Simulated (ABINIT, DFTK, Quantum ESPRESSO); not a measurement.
CsLiCr2Te2S3: programs and potentials compared

```
CELL_PARAMETERS angstrom
3.60358 0.00000 0.00000
-1.80179 3.12079 0.00000
0.00000 0.00000 19.06651
ATOMIC_POSITIONS crystal
Cs 0.00000 0.00000 0.37399
Li 0.66667 0.33333 0.01607
Cr 0.00000 0.00000 0.86637
Cr 0.33333 0.66667 0.16833
Te 0.33333 0.66667 0.53891
Te 0.66667 0.33333 0.77276
S 0.00000 0.00000 0.10030
S 0.33333 0.66667 0.92920
S 0.66667 0.33333 0.23408
```

The cell comes from a database or a generator and needn't be the stable form of this composition.

Alike in all runs: task single point; functional PBE; k mesh 4 × 4 × 1; occupations fermi-dirac, width 0.05 eV; collinear spin, ferromagnetic start; no spin-orbit coupling. Pressure is positive in compression and, in plane waves, holds the error of the finite cutoff.

| program and potentials | plane-wave cutoff (eV) | notes | pressure (GPa) | net moment per atom (μB) | largest force (eV/Å) |
| --- | --- | --- | --- | --- | --- |
| ABINIT, Ansatz PAW PBE generated set (earlier soft set), frozen core | 490 | - | -0.21 | 0.63 | 0.169 |
| Quantum ESPRESSO, SG15 PBE 1.2 | 952 | - | 0.30 | 0.63 | 0.251 |
| DFTK, SPMS 1.0 (PBE) | 1225 | - | 0.03 | 0.63 | 0.215 |
| DFTK, SG15 1.2 (PBE) | 1225 | - | 0.31 | 0.63 | 0.247 |
| DFTK, PseudoDojo SR PBE 0.4.1 standard (PBE) | 1279 | - | 0.01 | 0.63 | 0.221 |

Force on atom 2 (Li), eV/Å:

```json
{"program and potentials": "ABINIT, Ansatz PAW PBE generated set (earlier soft set), frozen core", "x": "0.000", "y": "0.000", "z": "0.169"}
{"program and potentials": "Quantum ESPRESSO, SG15 PBE 1.2", "x": "0.000", "y": "0.000", "z": "0.171"}
{"program and potentials": "DFTK, SPMS 1.0 (PBE)", "x": "0.000", "y": "0.000", "z": "0.167"}
{"program and potentials": "DFTK, SG15 1.2 (PBE)", "x": "0.000", "y": "0.000", "z": "0.170"}
{"program and potentials": "DFTK, PseudoDojo SR PBE 0.4.1 standard (PBE)", "x": "0.000", "y": "0.000", "z": "0.169"}
```

The pressure spans -0.21 (ABINIT, Ansatz PAW PBE generated set (earlier soft set), frozen core) to 0.31 GPa (DFTK, SG15 1.2 (PBE)). All agree on the net moment per atom. The state is the one that the start led to, which needn't be the lowest. The k mesh is coarse, so the values compare programs but aren't converged.

Differences between rows come from potentials, basis sets and numerical settings, since the functional is the same but for its coding. Runs on potential files found faulty are left out.
